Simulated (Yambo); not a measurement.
Consider the following.

```
CsNbP2O8
1.0
    4.37066    -2.63068     0.00000
    4.37066     2.63068     0.00000
   -0.52145     0.00000     8.75808
O P Nb Cs
8 2 1 1
Direct
  0.31352   0.78292   0.34822
  0.68648   0.21708   0.65178
  0.21708   0.68648   0.65178
  0.78292   0.31352   0.34822
  0.78677   0.78677   0.41815
  0.21323   0.21323   0.58185
  0.67981   0.67981   0.14329
  0.32019   0.32019   0.85671
  0.35660   0.35660   0.69525
  0.64340   0.64340   0.30475
  0.00000   0.00000   0.50000
  0.00000   0.00000   0.00000
```

Workflow: PBEsol (Quantum ESPRESSO, PseudoDojo norm-conserving, 84 Ry, scalar-relativistic), then G0W0 in Yambo (2×2×1 Γ-centred k mesh, bands 2 to 295 and a 7 Ry block in the screening, 295 bands in G with the Bruneval-Gonze terminator, plasmon pole fitted at 27.2 eV).

Q: Give the PBEsol and G0W0 gaps between the band edges found on this mesh, and say where the edges lie.

A: Edges: (-0.5, -0.5, 0) → Γ. PBEsol: 2.65 eV; G0W0: 5.01 eV. Nearest settings tried, and what they do to the gap: 193 bands in W, 193 bands in G: +50 meV; 6 Ry block (347 vectors against 407): -1 meV. Not varied: mesh. So the settings aren't converged at that level. The k mesh is coarse. Spin-orbit splittings are left out.

Geometry of the Materials Project entry, not relaxed at this level.
